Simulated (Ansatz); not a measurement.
A comparison from first-principles data. The pitch of a micro-beam scales with √(E/ρ), and the ratio of shear to bulk modulus hints at brittleness.

3C-SiC serves as the reference. A doubly clamped beam 20 μm long and 100 nm thick, first flexural mode, no residual stress.

Levels of theory (Ansatz, a plane-wave PAW program): K, G: r²SCAN, elastic tensor, Hill average; density, volume per atom: r²SCAN, relaxed cell.

Runs started from generated or typed cells of the structure named: TiB2; HfN; 3C-SiC. Not checked to be the ambient phase: SiC (P6₃mc, hP16). Spin–orbit coupling is left out unless named.

```
crystal            K (GPa)  G (GPa)  density (g/cm³)  V (Å³/atom)
-----------------  -------  -------  ---------------  -----------
TiB2 (P6/mmm)          260      269             4.52         8.51
HfN (rock salt)        282      166            13.80        11.59
HfB2 (P6/mmm)          256      253            11.21         9.88
3C-SiC, reference      227      203             3.22        10.33
SiC (P6₃mc, hP16)      228      203             3.22        10.33
```

Definitions used: Pugh ratio k = G/K (over about 0.57 points to brittle, under it to ductile behaviour); E = 9KG/(3K + G); bar speed = √(E/ρ); f = 1.028 √(E/ρ) t/L², in MHz for km/s, nm and μm.

Problem. Compute G/K, E, bar speed and beam frequency for SiC (P6₃mc, hP16), showing the steps.

Solution. 
1. k = 203/228 = 0.89
2. E = 9 × 228 × 203/(3 × 228 + 203) = 470 GPa
3. bar speed: √(470/3.22) = 12.08 km/s
4. f = 1.028 × 12.08 × 100/20² = 3.10 MHz

Problem. Which order results for beam frequency (highest first)?

Solution. The same steps for every row:

| crystal | k = G/K | E (GPa) | bar speed (km/s) | beam frequency (MHz) |
|---|---|---|---|---|
| TiB2 (P6/mmm) | 1.03 | 600 | 11.52 | 2.96 |
| HfN (rock salt) | 0.59 | 416.3 | 5.49 | 1.41 |
| HfB2 (P6/mmm) | 0.99 | 570.9 | 7.14 | 1.83 |
| 3C-SiC, reference | 0.89 | 469.2 | 12.07 | 3.10 |
| SiC (P6₃mc, hP16) | 0.89 | 470 | 12.08 | 3.10 |

In order of beam frequency, highest first: 3C-SiC (3.10 ± 0.064) ≈ SiC (P6₃mc, hP16) (3.10 ± 0.064), TiB2 (2.96 ± 0.060), HfB2 (1.83 ± 0.037), HfN (1.41 ± 0.031). The ± follows from allowances picked for this note (K 5 %, G 5 %, density 1 %), carried to first order and added in quadrature; ≈ joins neighbours closer than their two ± added in quadrature. On this figure 0 of 4 candidates do clearly better than the reference.

Polycrystal averages of solids that hold B, C, N, O or Si, with a universal anisotropy index under 0.8. Film stress and anchors shift real frequencies, and Pugh's ratio is a rule of thumb. Where several phases of a formula are at hand, those over 0.1 eV/atom above the lowest were not drawn (by r²SCAN where it compared them, else by the largest value; a layered or molecular lowest phase counts only with a dispersion term); other phases could lie lower still. Rows were sampled with a lean to familiar crystals, related or not, whatever their agreement with measurement; tables with many equal figures were not kept. Limits of the draw: G over 60 GPa and over half of K, three elements at most and B, C, N, O or Si among them, no carbonates, anisotropy index under 0.8; for moduli and speeds, an anisotropy index under 2.5, no layered crystals; no unfamiliar magnets, and cubic perovskites only if shown or known to be stable. As a rule kept out of such tables: 4f compounds, open-shell compounds run without a Hubbard term, cells found unstable in the tests at hand, cells close to a higher symmetry, and runs set to a pressure or over 12 % in volume from the crystal's fullest run.
